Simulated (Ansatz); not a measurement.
ZrPt3 (Cu3Au type, Pm-3m) at seven volumes, the program Ansatz at the LDA level (PAW), scaled uniformly. One row is withheld.

| V (Å³/atom) | P (GPa) |
|---|---|
| 14.249 | ? |
| 14.719 | 19.10 |
| 15.189 | 8.71 |
| 15.659 | 0.00 |
| 16.128 | -7.30 |
| 16.598 | -13.41 |
| 17.068 | -18.51 |

Problem. Fit the shown pressures and predict the withheld one.

Solution. Third-order Birch–Murnaghan: P = (3/2)B₀(x^(7/2) − x^(5/2))[1 + (3/4)(B′ − 4)(x − 1)] with x = (V₀/V)^(2/3). Least squares on the six rows gives V₀ = 15.659 Å³/atom, B₀ = 265.3 GPa, B′ = 4.90. At V = 14.249, x = 1.0649 and P = 31.56 GPa. The run itself gave 31.51 GPa.

The workflow started from a Materials Project entry (that database holds measured and hypothetical structures alike); the Crystallography Open Database files this formula in space group No. 221, but the cells were not matched. Whether it is the stable phase at ambient conditions was not checked. The LDA relaxation kept the symmetry of its start; whether a distortion lowers the energy is not shown. No spin polarisation was allowed. Spin–orbit coupling is left out wherever it is not named.

Potentials: the later of the program's two PAW sets.
